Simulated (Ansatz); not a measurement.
Geometry optimisation in Ansatz: input, command and trajectory.

```yaml
crystal:
  lattice:
    - [3.9266364419, 0.0, 0.0]
    - [0.0, 3.9266364419, 0.0]
    - [0.0, 0.0, 3.9266364419]
  atoms:
    - { symbol: Nb, position: [0.0, 0.5, 0.5] }
    - { symbol: Nb, position: [0.5, 0.0, 0.5] }
    - { symbol: Nb, position: [0.5, 0.5, 0.0] }
    - { symbol: Re, position: [0.0, 0.0, 0.0] }
basis:
  ecutwfc: 420
kpoints:
  mp_grid: { grid: [4, 4, 4] }
hamiltonian:
  xc: pbe
scf:
  occupations: { method: gaussian, width: 0.1 }
  lower_state_search: "off"
output:
  forces: true
  stress: true
  eigenvalues: true
relax:
  adjacent_minimum: "off"
  f_tol: 0.04
  max_steps: 70
  cell: { stress_tol: 0.4 }
```

```bash
ansatz run input.yaml --threads 1 --pin off --max-ram 2560MiB --backend cpu --events-out ev --progress --plain --runs-dir out
```

All numbers below come from DFT PBE, scalar-relativistic, plane waves, PAW in Ansatz 0.2.0.

Of 5 frames 5 are shown, positions in Å and forces in eV/Å; the SCF threshold varies from step to step. Steps run on the plane waves of an earlier cell, with a Pulay correction in the pressure. The basis is chosen afresh for the last frame, the zero of the energies, and at times for earlier ones too; energy and pressure step there, also at an unchanged geometry.

```xyz
4
Lattice="3.9266 0.0000 0.0000 0.0000 3.9266 0.0000 0.0000 0.0000 3.9266" Properties=species:S:1:pos:R:3:forces:R:3 pbc="T T T" step=1 free_energy_over_end_meV_per_atom=298.34 pressure_GPa=41.64
Nb    0.0000    1.9633    1.9633    0.0000    0.0000    0.0000
Nb    1.9633    0.0000    1.9633    0.0000    0.0000    0.0000
Nb    1.9633    1.9633    0.0000    0.0000    0.0000    0.0000
Re    0.0000    0.0000    0.0000    0.0000    0.0000    0.0000
4
Lattice="4.1181 0.0000 0.0000 0.0000 4.1181 0.0000 0.0000 0.0000 4.1181" Properties=species:S:1:pos:R:3:forces:R:3 pbc="T T T" step=2 free_energy_over_end_meV_per_atom=3.11 pressure_GPa=2.72
Nb    0.0000    2.0590    2.0590    0.0000    0.0000    0.0000
Nb    2.0590    0.0000    2.0590    0.0000    0.0000    0.0000
Nb    2.0590    2.0590    0.0000    0.0000    0.0000    0.0000
Re    0.0000    0.0000    0.0000    0.0000    0.0000    0.0000
4
Lattice="4.1329 0.0000 0.0000 0.0000 4.1329 0.0000 0.0000 0.0000 4.1329" Properties=species:S:1:pos:R:3:forces:R:3 pbc="T T T" step=3 free_energy_over_end_meV_per_atom=1.33 pressure_GPa=0.45
Nb    0.0000    2.0664    2.0664    0.0000    0.0000    0.0000
Nb    2.0664    0.0000    2.0664    0.0000    0.0000    0.0000
Nb    2.0664    2.0664    0.0000    0.0000    0.0000    0.0000
Re    0.0000    0.0000    0.0000    0.0000    0.0000    0.0000
4
Lattice="4.1358 0.0000 0.0000 0.0000 4.1358 0.0000 0.0000 0.0000 4.1358" Properties=species:S:1:pos:R:3:forces:R:3 pbc="T T T" step=4 free_energy_over_end_meV_per_atom=1.29 pressure_GPa=0.01
Nb    0.0000    2.0679    2.0679    0.0000    0.0000    0.0000
Nb    2.0679    0.0000    2.0679    0.0000    0.0000    0.0000
Nb    2.0679    2.0679    0.0000    0.0000    0.0000    0.0000
Re    0.0000    0.0000    0.0000    0.0000    0.0000    0.0000
4
Lattice="4.1358 0.0000 0.0000 0.0000 4.1358 0.0000 0.0000 0.0000 4.1358" Properties=species:S:1:pos:R:3:forces:R:3 pbc="T T T" step=5 free_energy_over_end_meV_per_atom=0.00 pressure_GPa=0.05
Nb    0.0000    2.0679    2.0679    0.0000    0.0000    0.0000
Nb    2.0679    0.0000    2.0679    0.0000    0.0000    0.0000
Nb    2.0679    2.0679    0.0000    0.0000    0.0000    0.0000
Re    0.0000    0.0000    0.0000    0.0000    0.0000    0.0000
```

The start puts this composition into another compound's structure type, which needn't suit it. At the end the space group is Pm-3m (tolerance 0.05 Å).

The run took 4.1 s on 1 thread of Intel(R) Xeon(R) 6975P-C (Granite Rapids), with other jobs on the host, peak memory 0.38 GiB.

The k mesh is coarse. Spin–orbit coupling is left out, which can shift energies with elements as heavy as these.